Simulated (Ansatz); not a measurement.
CoBi3:
```
CELL_PARAMETERS angstrom
      8.73470     0.00000     0.00000
      0.00000     4.02471     0.00000
      0.00000     0.00000    11.47163
ATOMIC_POSITIONS crystal
  Co 0.09115 0.25000 0.47917
  Co 0.90885 0.75000 0.52083
  Co 0.40885 0.75000 0.97917
  Co 0.59115 0.25000 0.02083
  Bi 0.41055 0.25000 0.82446
  Bi 0.58945 0.75000 0.17554
  Bi 0.08945 0.75000 0.32446
  Bi 0.91055 0.25000 0.67554
  Bi 0.29862 0.25000 0.10517
  Bi 0.70138 0.75000 0.89483
  Bi 0.20138 0.75000 0.60517
  Bi 0.79862 0.25000 0.39483
  Bi 0.38230 0.25000 0.40678
  Bi 0.61770 0.75000 0.59322
  Bi 0.11770 0.75000 0.90678
  Bi 0.88230 0.25000 0.09322
```

This is the PBEsol-relaxed structure.

Q: All from DFT-PBEsol in the program Ansatz with PAW potentials, unless another level is named. Predict the formation energy from the elements (no fitted shifts).

A: 0.001 eV/atom.

Q: Predict the density of states at the Fermi level.

A: 0.58 states/eV per atom (mean over ±0.08 eV).

Space group Pnma. The workflow started from a Materials Project entry (that database holds measured and hypothetical structures alike); the Crystallography Open Database copy checked does not list it. Its standing as an ambient phase is unchecked. Symmetry was held in the PBEsol relaxation; whether a distortion lowers the energy is not shown. No spin polarisation was allowed. The references are the lowest solids computed at this level, not always the standard phases. Scalar-relativistic: spin–orbit coupling is off unless named, which matters more the heavier the elements.

Potentials: the later of the program's two PAW sets.
